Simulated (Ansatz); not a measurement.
BaTaO₃:
```cif
data_BaO3Ta
_chemical_formula_sum 'Ba1 Ta1 O3'
_space_group_name_H-M_alt 'Pm-3m'
_space_group_IT_number 221
_space_group_name_Hall '-P 4 2 3'
_cell_length_a 4.09158
_cell_length_b 4.09158
_cell_length_c 4.09158
_cell_angle_alpha 90.000
_cell_angle_beta 90.000
_cell_angle_gamma 90.000
loop_
_atom_site_label
_atom_site_type_symbol
_atom_site_symmetry_multiplicity
_atom_site_Wyckoff_symbol
_atom_site_fract_x
_atom_site_fract_y
_atom_site_fract_z
_atom_site_occupancy
Ba1 Ba 1 a 0.00000 0.00000 0.00000 1
Ta1 Ta 1 b 0.50000 0.50000 0.50000 1
O1 O 3 c 0.00000 0.50000 0.50000 1
```

Relaxed with r²SCAN.

Q: Tabulate the valence density and the electron localisation function along the shortest Ba–Ta contact (3.54 Å), r²SCAN in the plane-wave PAW code Ansatz.

A: 

| distance from Ba (Å) | density (e/Å³) | ELF |
|---|---|---|
| 0.35 | 0.76 | 0.08 |
| 0.53 | 1.26 | 0.56 |
| 0.71 | 1.39 | 0.83 |
| 0.89 | 1.07 | 0.88 |
| 1.06 | 0.63 | 0.82 |
| 1.24 | 0.32 | 0.57 |
| 1.42 | 0.16 | 0.18 |
| 1.59 | 0.10 | 0.06 |
| 1.77 | 0.09 | 0.05 |
| 1.95 | 0.10 | 0.07 |
| 2.13 | 0.14 | 0.09 |
| 2.30 | 0.20 | 0.10 |
| 2.48 | 0.39 | 0.19 |
| 2.66 | 1.04 | 0.50 |
| 2.83 | 2.46 | 0.74 |
| 3.01 | 4.03 | 0.74 |
| 3.19 | 4.54 | 0.49 |

The density is the valence pseudo-density with augmentation charge, so density and ELF within about 1 Å of a nucleus are not all-electron values.

The first step of the workflow began from a Materials Project structure, measured or hypothetical; the Crystallography Open Database copy checked does not list it. Whether it is the stable phase at ambient conditions was not checked. The cell was relaxed with r²SCAN under the symmetry of its start; whether a distortion lowers the energy is not shown. No spin polarisation was allowed. Scalar-relativistic: spin–orbit coupling is off unless named, which matters more the heavier the elements.

Potentials: the later of the program's two PAW sets.
